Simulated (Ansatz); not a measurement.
NiRuN$_{2}$:
Space group R-3m, hexagonal axes (No. 166); a = b = 2.760 Å, c = 18.267 Å, α = β = 90.00°, γ = 120.00°

| atom | site | symmetry | x | y | z |
|---|---|---|---|---|---|
| Ru | 3b | -3m | 0.0000 | 0.0000 | 0.5000 |
| Ni | 3a | -3m | 0.0000 | 0.0000 | 0.0000 |
| N | 6c | 3m | 0.0000 | 0.0000 | 0.0970 |
(The calculation used a cell of 4 atoms; values per cell refer to that cell.)

Relaxed with PBEsol.

### Question
Which orbitals make up the states near the Fermi level in the program Ansatz at the PBEsol level (PAW)?

### Answer
Within 0.5 eV of the Fermi level: Ni 3d 32 %, N 2p 31 %, Ru 4d 30 %. Projections are on Löwdin-orthogonalised atomic valence shells; empty p or d shells of many metals are not among them.

### Question
Tabulate the density of states.

### Answer
States/eV per cell of 4 atoms, in 0.25 eV bins, energy from the Fermi level.

```
E (eV)  total  N 2p  Ni 3d  Ru 4d
------  -----  ----  -----  -----
-7.85    1.87  0.87   0.11   0.72
-7.60    1.97  0.94   0.11   0.75
-7.35    1.95  0.97   0.17   0.68
-7.10    2.81  1.45   0.24   0.95
-6.85    3.11  1.60   0.24   1.09
-6.60    2.50  1.29   0.20   0.88
-6.35    2.02  1.08   0.20   0.63
-6.10    1.66  0.92   0.17   0.48
-5.85    1.78  0.97   0.13   0.57
-5.60    2.50  1.23   0.13   1.02
-5.35    4.30  2.18   0.17   1.75
-5.10    2.43  1.31   0.12   0.86
-4.85    1.51  0.76   0.17   0.49
-4.60    2.11  1.00   0.38   0.63
-4.35    2.86  1.33   0.66   0.75
-4.10    2.90  1.24   0.91   0.50
-3.85    2.15  1.01   0.53   0.42
-3.60    2.35  1.13   0.51   0.52
-3.35    1.76  0.81   0.37   0.46
-3.10    1.63  0.60   0.37   0.52
-2.85    2.02  0.62   0.56   0.60
-2.60    3.50  0.67   1.86   0.67
-2.35    4.39  0.80   2.35   0.92
-2.10    4.56  0.68   2.65   1.05
-1.85    3.84  0.44   2.33   0.95
-1.60    7.64  0.61   5.32   1.48
-1.35    6.04  0.88   3.90   1.02
-1.10    4.24  0.62   2.93   0.51
-0.85    3.46  0.40   2.50   0.40
-0.60    2.70  0.30   2.01   0.27
-0.35    2.11  0.47   1.12   0.37
-0.10    3.74  1.14   0.95   1.41
0.15     4.04  1.48   0.94   1.37
0.40     3.49  1.18   1.09   0.94
0.65     2.93  1.04   0.63   1.07
0.90     3.80  1.24   0.68   1.65
1.15     1.04  0.31   0.15   0.50
1.40     0.19  0.06   0.02   0.10
1.65     0.00  0.00   0.00   0.00
1.90     0.00  0.00   0.00   0.00
2.15     0.10  0.02   0.01   0.04
2.40     0.44  0.10   0.04   0.17
2.65     1.36  0.40   0.10   0.50
2.90     1.71  0.57   0.10   0.63
3.15     2.27  0.88   0.10   0.84
3.40     2.91  1.28   0.10   1.05
3.65     2.28  1.09   0.09   0.81
3.90     2.42  1.05   0.09   0.89
4.15     2.01  0.78   0.06   0.76
4.40     0.50  0.17   0.01   0.19
4.65     0.39  0.11   0.01   0.13
```

The start of the workflow was typed in or built on a structure type; neither database checked (COD, Materials Project) lists it. Its standing as an ambient phase is unchecked. The PBEsol relaxation kept the symmetry of its start; whether a distortion lowers the energy is not shown. The workflow began spin-polarised and lost its moments. Its formation energy is positive at this level, so the cell may be metastable or incomplete. Other orbital occupations within this spin state were not tried. Scalar-relativistic: spin–orbit coupling is off unless named, which matters more the heavier the elements.

Potentials: the later of the program's two PAW sets.
